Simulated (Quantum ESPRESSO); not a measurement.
**Electric field gradients in PbS**

```
PbS
1.0
    8.43319     0.00000     0.00000
    0.00000     4.23051     0.00000
    0.00000     0.00000     5.98249
Pb S
4 4
Direct
  0.12376   0.75000   0.75009
  0.87624   0.25000   0.24991
  0.37624   0.25000   0.25009
  0.62376   0.75000   0.74991
  0.87476   0.25000   0.75095
  0.12524   0.75000   0.24905
  0.62524   0.75000   0.25095
  0.37476   0.25000   0.74905
```
Geometry: a computed entry of the Materials Project; it was not checked against measured cells. It is PbS in Pnma; whether this form has been observed was not checked. Stability against distortions was not tested.

Computed: field gradients by PBE PAW (JTH datasets; density from pw.x of a modified build of Quantum ESPRESSO, gradients reconstructed from it by a script), 20 Ha, k-mesh 3×5×4 through Γ.

| site | site symmetry | Vzz (10²¹ V/m²) | η_Q | ∣C_Q∣ (MHz) |
|---|---|---|---|---|
| Pb (atoms 1, 2, 3, 4) | m | 1.36 | 0.16 | – |
| S (atoms 5, 6, 7, 8) | m | under 0.2 | – | under 0.32 (³³S) |

Quadrupole moments taken as inputs (sizes, barn, from the tables of PySCF and pymatgen): ³³S 0.0678.

Convention: |Vzz| is the largest principal value, η_Q = (Vxx − Vyy)/Vzz, |C_Q| = |eQVzz/h|. Cores are frozen. Pb had no test against all-electron runs. Spin–orbit coupling is left out, a limit on Pb.
